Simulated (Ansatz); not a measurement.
The calculation used DFT PBE, scalar-relativistic, plane waves, PAW (Ansatz). Settings: cutoff 420 eV, Γ-centred meshes spaced at most about 0.3 Å⁻¹, and about 0.25 Å⁻¹ or finer for metals (2π included), Gaussian smearing. No spin polarisation in the final relaxations.

These are static total energies at zero pressure. All come from trial cells, and lower structures may exist.

Question: Order these relaxed structures of Ba2Sr2Re5 by energy, lowest first, with the energy over the lowest of them.
A.

Space group P-3m1 (No. 164). a = 5.195 Å, b = 5.195 Å, c = 11.176 Å, α = 90.00°, β = 90.00°, γ = 120.00°
| atom | site | symmetry | x | y | z |
| --- | --- | --- | --- | --- | --- |
| Ba | 2d | 3m. | 0.3333 | 0.6667 | 0.6679 |
| Sr | 2d | 3m. | 0.3333 | 0.6667 | 0.2421 |
| Re | 3e | .2/m. | 0.5000 | 0.0000 | 0.0000 |
| Re | 2c | 3m. | 0.0000 | 0.0000 | 0.1076 |

B.

Space group P1 (No. 1). a = 5.205 Å, b = 5.308 Å, c = 10.341 Å, α = 75.59°, β = 89.06°, γ = 61.98°
| atom | site | symmetry | x | y | z |
| --- | --- | --- | --- | --- | --- |
| Ba | 1a | 1 | 0.7894 | 0.4250 | 0.3519 |
| Ba | 1a | 1 | 0.2130 | 0.5721 | 0.6479 |
| Sr | 1a | 1 | 0.5625 | 0.8743 | 0.7255 |
| Sr | 1a | 1 | 0.4398 | 0.1226 | 0.2735 |
| Re | 1a | 1 | 0.5007 | 0.0080 | 0.9977 |
| Re | 1a | 1 | 0.9981 | 0.4986 | 0.0000 |
| Re | 1a | 1 | 0.4948 | 0.5086 | 0.0001 |
| Re | 1a | 1 | 0.9077 | 0.1404 | 0.8859 |
| Re | 1a | 1 | 0.0940 | 0.8505 | 0.1174 |

Answer: B (0 meV/atom), A (105 meV/atom). Forms: B P1; A P-3m1. Counting all near atoms (those within 1.25 times the shortest distance at each site; a plus sign parts nearer from farther groups; a slash parts the counts of unlike sites): B has Ba 3+5, Sr 9, Re 4+1/5/6+2/10/6+4; A has Ba 3+3, Sr 9, Re 1+6/4+6. Even the lowest lies +0.66 eV/atom against the elements.

Spin–orbit coupling, which can matter for Re, is left out. A magnetic state wasn't ruled out in cells without spin, among them P-3m1. Cells relaxed within their symmetry can be saddle points. The P1 cell of Ba2Sr2Re5 came from shaking the P-3m1 one. Some structure types and database cells were kept out of the candidates from the start, so a known form may be missing.
